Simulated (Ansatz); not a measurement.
**Fields on a plane of CsI (CsCl type)**

```
CsI
1.0
    4.50750     0.00000     0.00000
    0.00000     4.50750     0.00000
    0.00000     0.00000     4.50750
Cs I
1 1
Cartesian
  0.00000   0.00000   0.00000
  2.25375   2.25375   2.25375
```

The slice is a {100} plane (indices of the conventional cell) through the point (0.000, 0.000, 0.000) (fractional), spanned by u = [100] and v = [010] in vectors of this cell: u (4.51 Å) and v (4.51 Å, at 90° to u). It covers one period; positions are fractions (u, v).

Atoms on it: Cs at (0.00, 0.00).

Calculation: PBEsol (plane waves to 420 eV, PAW, scalar-relativistic; Ansatz, a quantum-chemistry and plane-wave program). k mesh 7×7×7. Inside the PAW spheres the values are not all-electron values, and peaks at nuclei hang on which shells count as valence. CsI was relaxed with its symmetry unable to fall. Spin-orbit coupling is left out, though I is heavy.

```
|xxx+%@@@%*-.     .-*%@@@%+xx|
|xxx#@@@@%*-       -*%@@@@#xx|
|x+#%@@@@#+:       :+#@@@@%#+|
|%%@@@@@%*-.       .-*%@@@@@%|
|@@@@@@%#=:         :=#%@@@@@|
|@@@@@%#+:           :+#%@@@@|
|@@@@%#+:.           .:+#%@@@|
|%%%#*=:.             .:=*#%%|
|#**+-:                 :-+**|
|=--:.                   .:--|
|..                         .|
|                            |
|                            |
|                            |
|                            |
|                            |
|..                         .|
|=--:.                   .:--|
|#**+-:                 :-+**|
|%%%#*=:.             .:=*#%%|
|@@@@%#+:.           .:+#%@@@|
|@@@@@%#+:           :+#%@@@@|
|@@@@@@%#=:         :=#%@@@@@|
|%%@@@@@%*-.       .-*%@@@@@%|
|x+#%@@@@#+:       :+#@@@@%#+|
|xxx#@@@@%*-       -*%@@@@#xx|
|xxx+%@@@%*-.     .-*%@@@%+xx|
|xxxx%@@@%#=.     .=#%@@@%xxx|
```
Scale: ten equal steps from 0.01 (start of ' ') to 0.90 (end of '@'), in the order ' .:-=+*#%@'. Values: electron localisation function (ELF). The map has 28 points along u (one character each, u = 0 at the left) and 28 along v (v = 0 in the bottom row). Points within 0.5 Å of a nucleus are blanked (x), as the pseudised field means little there.

```
|+#%@@@@%#**+=---=+**#%@@@@%#|
|%%@@@@@%#*++=---=++*#%@@@@@%|
|@@@@@@@%#*+==---==+*#%@@@@@@|
|@@@@@@%##*+==---==+*##%@@@@@|
|@@@@@%%#*++==---==++*#%%@@@@|
|@@@@%%#**+====-====+**#%%@@@|
|%%%%##**++=========++**##%%%|
|#####**++===========++**####|
|#****+++=============+++****|
|**++++=================++++*|
|+++=======================++|
|============================|
|------=================-----|
|-------===============------|
|------=================-----|
|============================|
|+++=======================++|
|**++++=================++++*|
|#****+++=============+++****|
|#####**++===========++**####|
|%%%%##**++=========++**##%%%|
|@@@@%%#**+====-====+**#%%@@@|
|@@@@@%%#*++==---==++*#%%@@@@|
|@@@@@@%##*+==---==+*##%@@@@@|
|@@@@@@@%#*+==---==+*#%@@@@@@|
|%%@@@@@%#*++=---=++*#%@@@@@%|
|+#%@@@@%#**+=---=+**#%@@@@%#|
| +%@@@@%##*+=---=+*##%@@@@%+|
```
Scale: ten equal steps from -3.00 (start of ' ') to 0.06 (end of '@'), in the order ' .:-=+*#%@'. Values: log₁₀ of the valence density in e/Å³. The map has 28 points along u (one character each, u = 0 at the left) and 28 along v (v = 0 in the bottom row). The scale is logarithmic, as a density can span decades between atoms and voids; values under 0.001 e/Å³ are set to 0.001.
